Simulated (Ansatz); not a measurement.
Ti:
```
Ti
1.0
    2.93481     0.00000     0.00000
   -1.46740     2.54162     0.00000
    0.00000     0.00000     4.64192
Ti
2
Direct
  0.33333   0.66667   0.25000
  0.66667   0.33333   0.75000
```

Relaxed with r²SCAN.

**Question.** Map the valence electron density (e/Å³), cut off at 4 on the plane through (0.333, 0.667, 0.250) spanned by u = [1, 1, 0] and v = [1, -1, 0] in lattice vectors, from DFT-r²SCAN in the program Ansatz with PAW potentials.

**Answer.** x is the fraction of u, y of v (the angle between them is 90°; rows are the nearest grid lines); atoms in the plane: Ti at (0.00, 0.00), Ti at (0.50, 0.50).
```
|99993000000039999|
|99983000000038999|
|99951000000015999|
|86420000000002468|
|21100000000000112|
|00000000000000000|
|00000000000000000|
|00000000100000000|
|00000123432100000|
|00001379997310000|
|00002799999720000|
|00003999999930000|
|00003999999930000|
|00002799999720000|
|00001379997310000|
|00000123432100000|
|00000000000000000|
|00000000000000000|
|00000000000000000|
|21100000000000112|
|76410000000001467|
|99951000000015999|
|99993000000039999|
|99993000000039999|
```
Scale: ten equal steps from 0.150 (start of '0') to 4.00 (end of '9'), in the order '0123456789'; x runs from 0.000 to 1.00, y from 0.000 (bottom) to 1.00 (top).

The density is the valence pseudo-density with augmentation charge, so density and ELF within about 1 Å of a nucleus are not all-electron values.

Space group P6_3/mmc (hcp (Mg type)). The cell was relaxed with r²SCAN under the symmetry of its start. The run is not spin-polarised.

Potentials: the earlier of the program's two PAW sets.
